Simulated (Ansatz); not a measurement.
# Property card for Mg2Ge2N

Computed with DFT PBE, scalar-relativistic, plane waves, PAW (Ansatz 0.2.0).

Settings: cutoff 420 eV, Γ-centred mesh 12×12×4 on the computed 5-atom cell, Gaussian smearing of 0.10 eV; no spin polarisation.

The structure is relaxed at this level of theory with its symmetry kept, and needn't be the ground state of this composition.

Space group P-3m1 (No. 164), trigonal, a = 3.269 Å, c = 8.865 Å. Around Mg lie 3 N at 2.15 Å, 3 Mg at 2.79 Å and 3 Ge at 3.12 Å; Ge has 3 Ge at 2.63 Å, 3 Mg at 3.12 Å and 6 Ge at 3.27 Å; around N lie 6 Mg at 2.15 Å.

```json
{
  "Volume per atom": "16.41 Å³",
  "Formation energy from the elements' standard states (uncorrected)": "-0.278 eV/atom",
  "Kohn–Sham band gap": "none (metal)",
  "Density of states at the Fermi level": "1.4 states/eV per cell",
  "Orbital (Löwdin) character within 0.5 eV of the Fermi level": "Ge 4p 75 %, unprojected 6 %",
  "Bader charge by site (e)": "Mg (2 in the cell) 1.62, Ge (2 in the cell) -0.41, N (1 in the cell) -2.42"
}
```

The cell was found from a structure generator's guess, not taken from experiment. Löwdin shares on free-atom orbitals overweight diffuse shells.
